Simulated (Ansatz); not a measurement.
**Data sheet: FeBiO3 (DFT)**

FeBiO3:
```
FeBiO3
1.0
    3.79375     0.00000     0.00000
    0.00000     3.79375     0.00000
    0.00000     0.00000     3.79375
Bi Fe O
1 1 3
Direct
  0.50000   0.50000   0.50000
  0.00000   0.00000   0.00000
  0.00000   0.00000   0.50000
  0.00000   0.50000   0.00000
  0.50000   0.00000   0.00000
```
The run is spin-polarised; directions of the spins, atom by atom: 0 ↑ 0 0 0.

Space group Pm-3m (No. 221), cubic perovskite; conventional cell a = 3.7938 Å, b = 3.7938 Å, c = 3.7938 Å, α = 90.00°, β = 90.00°, γ = 90.00°.

Method: DFT-PBEsol in the program Ansatz with PAW potentials. Geometry: relaxed at this level of theory. Other levels are named where they apply.

Cell and energy:

Volume per atom: 10.92 Å³
Density: 9.51 g/cm³
Formation energy from the elements (no fitted shifts): -1.11 eV/atom

Electronic structure:

- Electronic character: metallic (no gap)
- Density of states at the Fermi level: 0.50 states/eV per atom (mean over ±0.08 eV)

Magnetism:

- Magnetic order = ferromagnetic
- Net moment = 0.53 μB per atom

Mechanics:

* **Elastic constants (relaxed ions, GPa)**: C11 = 265, C12 = 144, C44 = 64.1
* **Mechanical stability**: stable (all eigenvalues of C positive)
* **Hill bulk and shear moduli**: 184 and 62.8 GPa
* **Young's modulus**: 169 GPa
* **Poisson's ratio**: 0.35
* **Debye temperature from the elastic constants**: 387 K

The start of the workflow was typed in or built on a structure type; neither database checked (COD, Materials Project) lists it. It is not the phase usual at ambient conditions (space group No. 161). Symmetry was held in the PBEsol relaxation; its stability against distortions is not shown here. Magnetic state: ferromagnetic, chosen from 4 collinear starts compared on coarse meshes (ties went to the first, and starts can fall back to one state), not a proven ground state. No Hubbard U is applied. The compound may be a true metal, but semilocal functionals without U, or a wrong spin order, can also close a gap. As this level gives no gap, shear constants depend on the k-mesh and smearing (Fermi–Dirac, 0.1 eV here). On the denser mesh and wider smearing of the elastic run this cell carries a stress of 0.6 GPa. The references are the lowest solids computed at this level, not always the standard phases (solids in place of the gases). Spin–orbit coupling is left out wherever it is not named.

Potentials: the earlier of the program's two PAW sets. The files were generated under PBE; for other functionals the program regenerates the frozen cores, and for LDA and PBEsol the local potential too.
